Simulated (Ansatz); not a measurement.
SiC (4H type, space group P6_3mc)

```
SiC
1.0
    3.09412     0.00000     0.00000
   -1.54706     2.67959     0.00000
    0.00000     0.00000    10.12917
Si C
4 4
Direct
  0.00000   0.00000   0.00031
  0.00000   0.00000   0.50031
  0.66667   0.33333   0.75025
  0.33333   0.66667   0.25025
  0.00000   0.00000   0.81285
  0.00000   0.00000   0.31285
  0.66667   0.33333   0.56221
  0.33333   0.66667   0.06221
```

The volume is varied about the relaxed value V₀ at fixed cell shape. The atoms relax within the cell's symmetry.

These are PBE (plane waves to 420 eV, PAW, scalar-relativistic; Ansatz, an electronic-structure program) values and carry that method's errors. k mesh 12×12×4 (Γ-centred), Fermi-Dirac smearing 0.05 eV. The energy includes the smearing's −TS. Compression counts positive. With the shape held, the modulus is that of even scaling; a crystal free to change shape is softer. SiC was relaxed with its symmetry unable to fall. The PAW data are Ansatz's earlier set. ΔE is measured from the relaxed starting cell.

```
V (Å³/atom)  ΔE (meV/atom)
-----------  -------------
9.868                 27.9
9.994                 17.5
10.120                 9.6
10.246                 4.2
10.372                 1.0
10.498                 0.0
10.624                 1.0
10.750                 3.9
10.875                 8.5
11.001            withheld
11.127                22.9
```

Q: Fit a third-order Birch-Murnaghan form (E₀, V₀, B₀, B₀′ free) to the given rows and predict ΔE at V = 11.001.

A: Least squares on the 10 given rows: ΔE = E₀ + (9V₀B₀/16)·y²·[2 + (B₀′ − 4)y], y = (V₀/V)^(2/3) − 1, with V₀ = 10.498 Å³/atom, B₀ = 214.0 GPa (160.2 GPa = 1 eV/Å³; the term in eV is multiplied by 1000), B₀′ = 3.90, E₀ = -0.01 meV/atom; root-mean-square residual 0.02 meV/atom. At 11.001 the fit gives 14.9 meV/atom; the calculation gives 14.9 meV/atom, the same to the digits shown. For the pressure the fit gives -9.1 GPa against the computed -9.1 GPa.

(A scan under strain: stresses follow from slopes of the energy per volume, elastic moduli from its curvatures.)
